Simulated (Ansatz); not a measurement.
Values for one crystal, relaxed and computed with DFT-PBE in the program Ansatz with PAW potentials; other levels are named.

- Volume per atom = 17.72 Å³
- Electronic character = no gap, with almost no states at the Fermi level (zero-gap or semimetallic)
- Formation energy from the elements (no fitted shifts) = -67 kJ/mol-atom
- Density of states at the Fermi level = 0.03 states/eV per atom (mean over ±0.08 eV)
- Pressure derivative B′ = 4.4
- Bulk modulus (Birch–Murnaghan fit) = 160 GPa

### Question
Pick the material that matches.
A. NbC, rock salt
B. GaAs, CsCl type
C. NbP, CsCl type
D. NbAs, I4_1md (Nb on 4a, As on 4a)

### Answer
D, NbAs, I4_1md (Nb on 4a, As on 4a)

The PBE relaxation kept the symmetry of its start. The run is not spin-polarised. A small band overlap can be real or an error of a semilocal functional. The references are the lowest solids computed at this level, not always the standard phases. Scalar-relativistic: spin–orbit coupling is off unless named, which matters more the heavier the elements.

Potentials: the later of the program's two PAW sets.
